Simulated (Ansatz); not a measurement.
Relaxed CaO (rock salt):

```
CELL_PARAMETERS angstrom
      0.00000     4.79484     4.79484
      2.39742     2.39742     4.79484
      2.39742     2.39742     0.00000
ATOMIC_POSITIONS crystal
  Ca 0.00000 0.00000 0.00000
  Ca 0.50000 0.00000 0.00000
  O  0.00000 0.50000 0.50000
  O  0.50000 0.50000 0.50000
```

The atoms are displaced by Q × the pattern below (from a DFPT mode at X = (0.5, 0.5, 0.0), largest move 1; Q in Å), at fixed cell. It is one choice among 2 degenerate patterns. (q is in reciprocal vectors of the primitive cell; the cell shown is doubled to hold the pattern.)

| atom | x | y | z |
|---|---|---|---|
| Ca1 | 0.000 | 0.244 | 0.000 |
| Ca2 | 0.000 | -0.244 | 0.000 |
| O3 | 0.000 | 1.000 | 0.000 |
| O4 | 0.000 | -1.000 | 0.000 |

These are r2SCAN (plane waves to 500 eV, PAW, scalar-relativistic; Ansatz, a first-principles code) values and carry that method's errors. k mesh 12×12×12 (Γ-centred), Fermi-Dirac smearing 0.05 eV. Energies are smeared free energies. CaO was relaxed with its symmetry unable to fall. The zero of ΔE is the undisplaced structure.

The scan covers Q from -0.180 to 0.180 Å in 13 points.

Q: Which space group does the distorted structure have?

A: Cmcm (No. 63), lowered from Fm-3m.

Q: What is the energy change at Q = 0.180 Å?

A: 233.1 meV/cell.

Q: What harmonic wavenumber does the curvature at Q = 0 give?

A: 308 cm⁻¹.

(A displaced cell: forces are minus the slopes of the energy, force constants its curvatures, and phonons follow from these.)
